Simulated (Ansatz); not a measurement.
Al3Pd2:
```cif
data_Al3Pd2
_chemical_formula_sum 'Al3 Pd2'
_space_group_name_H-M_alt 'P-3m1'
_space_group_IT_number 164
_space_group_name_Hall '-P 3 2"'
_cell_length_a 4.21844
_cell_length_b 4.21844
_cell_length_c 5.15813
_cell_angle_alpha 90.000
_cell_angle_beta 90.000
_cell_angle_gamma 120.000
loop_
_atom_site_label
_atom_site_type_symbol
_atom_site_symmetry_multiplicity
_atom_site_Wyckoff_symbol
_atom_site_fract_x
_atom_site_fract_y
_atom_site_fract_z
_atom_site_occupancy
Al1 Al 1 a 0.00000 0.00000 0.00000 1
Al2 Al 2 d 0.66667 0.33333 0.35420 1
Pd1 Pd 2 d 0.33333 0.66667 0.15679 1
```

Relaxed at zero pressure with r²SCAN (plane waves, PAW; program Ansatz).

Question: The volume is raised by 3 % and shape and atoms relax at that volume. What pressure results, and how do the axes share the change?

Answer: -3.9 GPa; a 1.1 %, b 1.1 %, c 0.9 %; the energy rises by 6 meV/atom.

Question: Give the new structure.

Answer: 
Space group P-3m1 (No. 164); a = b = 4.263 Å, c = 5.203 Å, α = β = 90.00°, γ = 120.00°

```tsv
atom	site	symmetry	x	y	z
Al	1a	-3m.	0.0000	0.0000	0.0000
Al	2d	3m.	0.6667	0.3333	0.3536
Pd	2d	3m.	0.3333	0.6667	0.1564
```

The phase is kept; no other phase was compared at this pressure.

The workflow started from a Materials Project entry (that database holds measured and hypothetical structures alike); the Crystallography Open Database copy checked does not list it. Its standing as an ambient phase is unchecked. Symmetry was held in the r²SCAN relaxation; its stability against distortions is not shown here. No spin polarisation was allowed. Axis ratios of metals converge slowly with the k-mesh, so a and c are less sure than the volume.

Potentials: the later of the program's two PAW sets.
